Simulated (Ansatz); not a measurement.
Relaxed Te (trigonal-Te type, space group P3_121):

```
Te
1.0
    4.62412     0.00000     0.00000
   -2.31206     4.00460     0.00000
    0.00000     0.00000     5.90339
Te
3
Cartesian
  1.17154   0.00000   1.96780
 -0.58577   1.01458   3.93559
  1.72629   2.99002   0.00000
```

Scan: atom 1 (Te, nearest neighbour Te at 2.827 Å; its periodic images, 4.6 Å or more away, move with it) is displaced along Cartesian [111], direction (0.577, 0.577, 0.577) in Cartesian axes, by s. The other atoms stay.

All values below come from r2SCAN (plane waves to 500 eV, PAW, scalar-relativistic; Ansatz, an electronic-structure program). k mesh 7×7×5 (Γ-centred), Fermi-Dirac smearing 0.05 eV. The energy includes the smearing's −TS. As the smearing reaches across the gap at some points, energies and forces of such displacements shift with the k mesh and the smearing. Spin-orbit coupling is left out, though Te is heavy. Te was relaxed with its symmetry unable to fall. ΔE is measured from the undisplaced structure. The last digit holds for this mesh only.

```
s (Å)   ΔE (meV/cell)
------  -------------
-0.570         1768.9
-0.456          952.4
-0.342          453.9
-0.228          172.0
-0.114           36.8
0.000             0.0
0.114            27.4
0.228            94.1
0.342        withheld
0.456           271.6
0.570           368.6
```

Task: Fit a polynomial form (powers 2, 3, 4) to the given rows and predict ΔE at s = 0.342.

Result: Least squares on the 10 given rows: ΔE = (2317)·s² + (-3736)·s³ + (2994)·s⁴, in meV/cell with s in Å; root-mean-square residual 8.25 meV/cell. At 0.342 the fit gives 162.5 meV/cell; the calculation gives 180.0 meV/cell, so the interpolation is off by -17.5 (-9.7 %). The quadratic term alone would give 271.0 meV/cell.

(For displaced atoms, the force is minus the slope of the energy, and its curvature is a force constant, which sets phonon frequencies.)
